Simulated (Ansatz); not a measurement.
Consider the following.

NbN:
Space group Fm-3m (No. 225); a = 4.4215 Å, b = 4.4215 Å, c = 4.4215 Å, α = 90.00°, β = 90.00°, γ = 90.00°

| atom | site | symmetry | x | y | z |
|---|---|---|---|---|---|
| Nb | 4b | m-3m | 0.5000 | 0.5000 | 0.5000 |
| N | 4a | m-3m | 0.0000 | 0.0000 | 0.0000 |
(The calculation used a cell of 2 atoms; values per cell refer to that cell.)

This is the PBE-relaxed structure.

Problem. All from PBE (plane waves, PAW; program Ansatz), unless another level is named. Give the Young's modulus.

Solution. 344 GPa.

Problem. Next, the elastic constants (relaxed ions, GPa)?

Solution. C11 = 649, C12 = 135, C44 = 80.5.

The cell was relaxed with PBE under the symmetry of its start. At this level the phase is dynamically unstable (imaginary phonons). No spin polarisation was allowed. As this level gives no gap, shear constants depend on the k-mesh and smearing (Fermi–Dirac, 0.1 eV here).

Potentials: the later of the program's two PAW sets.
